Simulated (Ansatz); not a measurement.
input.yaml

```yaml
crystal:
  lattice:
    - [0.0, 2.5385378443, 2.5385378443]
    - [2.5385378443, 0.0, 2.5385378443]
    - [2.5385378443, 2.5385378443, 0.0]
  atoms:
    - { symbol: Mg, position: [0.0, 0.0, 0.0] }
basis:
  ecutwfc: 420
kpoints:
  mp_grid: { grid: [14, 14, 14] }
hamiltonian:
  xc: pbesol
scf:
  occupations: { method: gaussian, width: 0.1 }
output:
  forces: true
  stress: true
  eigenvalues: true
```

Run as
```bash
ansatz run input.yaml --threads 1 --pin off --max-ram 1331MiB --backend cpu --events-out ev --progress --plain --runs-dir out
```

Level of theory: DFT PBEsol, scalar-relativistic, plane waves, PAW in Ansatz.

Part of what the program printed, abridged:

```
Pseudopotentials: kind: paw
Pseudopotential: Mg, paw, valence charge 10, recommended cutoff 420 eV (normal)
Functional definition: PBEsol
Crystal: 1 atom, lattice volume = 32.718 Å³
Basis set: ecut = 420 eV, 609 PW (Γ), exchange–correlation on 48×48×48 points (8 copies of the dense FFT grid, shifted against one another)
Bands: 9, of which v1, the nominal top of the filled ones, is band 5 counted from 1 (4 counted from 0)
Symmetry: 48 space group operations
Space group: Fm-3m (ITA 225), of the structure as read, at distance tolerance 3.2e-5 Å
k-points: 104 of 2744
Initial density: superposition of atomic densities (neutral atoms: chi_scale 0, normalization atom), corrected by the library's trained network
Initial wavefunctions: pseudopotential atomic-orbital guess
Functional: x = pbesol(κ = 0.804, μ = 0.12345679), c = pbesol(β = 0.046)
SCF iter   1: F=—  HF=-1911.773819 eV  |F-HF|=—  |Δ(HF+E_count)|=         —  Δρ=1.18e-3  dr2=1.58e-4  ethr=1.77e-3  ⟨swp⟩=5.5  Hψ=6524  notcnv=0
SCF iter   2: F=—  HF=-1911.773495 eV  |F-HF|=—  |Δ(HF+E_count)|=   3.24e-4  Δρ=3.00e-4  dr2=1.13e-5  ethr=1.58e-6  ⟨swp⟩=2.0  Hψ=2284  notcnv=0
SCF iter   3: F=—  HF=-1911.773477 eV  |F-HF|=—  |Δ(HF+E_count)|=   1.83e-5  Δρ=6.31e-5  dr2=7.17e-7  ethr=1.13e-7  ⟨swp⟩=2.0  Hψ=1450  notcnv=0
SCF iter   4: F=-1911.773477 eV  HF=-1911.773477 eV  |F-HF|=2.86e-8  |Δ(HF+E_count)|=   1.33e-7  Δρ=1.00e-5  dr2=1.53e-8  ethr=7.17e-9  ⟨swp⟩=2.9  Hψ=1353  notcnv=0
SCF iter   5: F=-1911.773477 eV  HF=-1911.773477 eV  |F-HF|=9.09e-12  |Δ(HF+E_count)|=   1.77e-8  Δρ=7.26e-7  dr2=1.85e-10  ethr=1.53e-10  ⟨swp⟩=2.0  Hψ=1453  notcnv=0
SCF iter   6: F=-1911.773477 eV  HF=-1911.773477 eV  |F-HF|=1.14e-12  |Δ(HF+E_count)|=  3.34e-11  Δρ=6.83e-8  dr2=7.95e-13  ethr=1.85e-12  ⟨swp⟩=1.0  Hψ=2834  notcnv=0
SCF 1 converged in 6 iterations: F = -1911.773477 eV  dr2 = 7.95e-13
SCF converged after 6 iterations
Free energy (F): -1911.773477 eV
Harris-Foulkes:  -1911.773477 eV  (|F-HF|=1.14e-12)
Internal energy: -1911.772125 eV  (E = F + TS)
E sigma→0 (E₀):  -1911.772801 eV
Entropy (-TS):   -0.001352 eV (-1.352 meV/atom)
Fermi energy:    3.132879 eV
--- Per-component energies (eV) ---
  E_band       = -384.323505
  E_kinetic    = 72.887774
  E_local      = -1754.036499  (includes V_loc(G=0)·N_el)
  E_nonlocal   = 96.590346
  E_hartree    = 631.734831
  E_xc         = -26.747369
  E_vxc        = -34.640683  (∫ρ·V_xc dr)
  E_paw        = -282.078819  (= ΣΔE_a)
  E_vpaw       = -28.594144  (= ΣTr[D̂ρ^β])
  E_aug_tail   = -0.000001  (compensation charges beyond the density's cutoff)
  E_ewald      = -650.181251
  E_core_change = 0.058862  (= ΣΔE_core)
  E_smearing   = -0.001352  (= −TS)
--- Forces (eV/Å), atoms counted from 1 ---
  atom   1  Mg     0.00000000     0.00000000     0.00000000
--- Stress (GPa, compression-positive) ---
       -6.309343       0.000000       0.000000
        0.000000      -6.309343       0.000000
        0.000000       0.000000      -6.309343
  P = ⅓ Tr σ = -6.3093 GPa (-63.093 kbar)
--- Band table (eV; the first three rows and the last of 104) ---
  k-point 0: bands = ["-73.0655", "-40.0022", "-40.0022", "-40.0022", "-2.4247", "13.4613", "13.4613", "13.4613", "13.7896"]
  k-point 1: bands = ["-73.0655", "-40.0025", "-40.0022", "-40.0022", "-2.3353", "11.7929", "12.9540", "12.9540", "14.3156"]
  k-point 2: bands = ["-73.0654", "-40.0035", "-40.0024", "-40.0024", "-2.0673", "9.8464", "12.4629", "12.4629", "14.1787"]
  k-point 103: bands = ["-73.0649", "-40.0075", "-40.0066", "-40.0051", "4.0521", "4.6381", "4.8310", "5.4500", "14.1873"]
```

The calculation finished and met its thresholds.